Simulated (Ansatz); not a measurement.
Hf₅Si₃:
```xyz
16
Lattice="7.8640 0.0000 0.0000 -3.9320 6.8104 0.0000 0.0000 0.0000 5.4776" Properties=species:S:1:pos:R:3 pbc="T T T"
Hf    -2.9387     5.0900     4.1082
Hf    -0.9933     1.7205     1.3694
Hf     1.9866     0.0000     1.3694
Hf     5.8774     0.0000     4.1082
Hf     0.9933     1.7205     4.1082
Hf     2.9387     5.0900     1.3694
Hf     0.0000     4.5403     2.7388
Hf     3.9320     2.2701     2.7388
Hf     3.9320     2.2701     0.0000
Hf     0.0000     4.5403     0.0000
Si     3.0706     0.0000     4.1082
Si     4.7934     0.0000     1.3694
Si     1.5353     2.6592     1.3694
Si     2.3967     4.1512     4.1082
Si    -1.5353     2.6592     4.1082
Si    -2.3967     4.1512     1.3694
```

Relaxed with r²SCAN. Special points in fractions of this cell's reciprocal vectors: Γ (0.000, 0.000, 0.000); M (0.500, 0.000, 0.000); K (0.333, 0.333, 0.000); A (0.000, 0.000, 0.500); L (0.500, 0.000, 0.500); H (0.333, 0.333, 0.500).

Task: List the band energies nearest the Fermi level at these points for r²SCAN (plane waves, PAW; program Ansatz).

Result: In eV from the Fermi level; about four levels below and three above (degenerate sets whole), none deeper than 8.9 eV; points with the same levels are listed once.

| k | below | above |
|---|---|---|
| Γ | -1.17 -0.83 -0.83 -0.55 | 0.35 0.44 0.44 |
| M | -0.81 -0.68 -0.42 -0.32 | 0.18 0.75 0.92 |
| K | -0.59 -0.59 -0.54 -0.03 -0.03 | 0.81 0.81 0.93 |
| A | -1.15 -1.15 -1.15 -1.15 | 0.63 0.63 0.67 0.67 0.67 0.67 |
| L | -0.60 -0.60 -0.25 -0.25 | 0.78 0.78 0.90 0.90 |
| H | -0.81 -0.81 -0.81 -0.81 -0.20 -0.20 | 0.61 0.61 0.61 0.61 |

Space group P6_3/mcm. The workflow started from a Materials Project entry (that database holds measured and hypothetical structures alike); the Crystallography Open Database copy checked does not list it. Its standing as an ambient phase is unchecked. The cell was relaxed with r²SCAN under the symmetry of its start; its stability against distortions is not shown here. No spin polarisation was allowed. Spin–orbit coupling is left out wherever it is not named.

Potentials: the later of the program's two PAW sets.
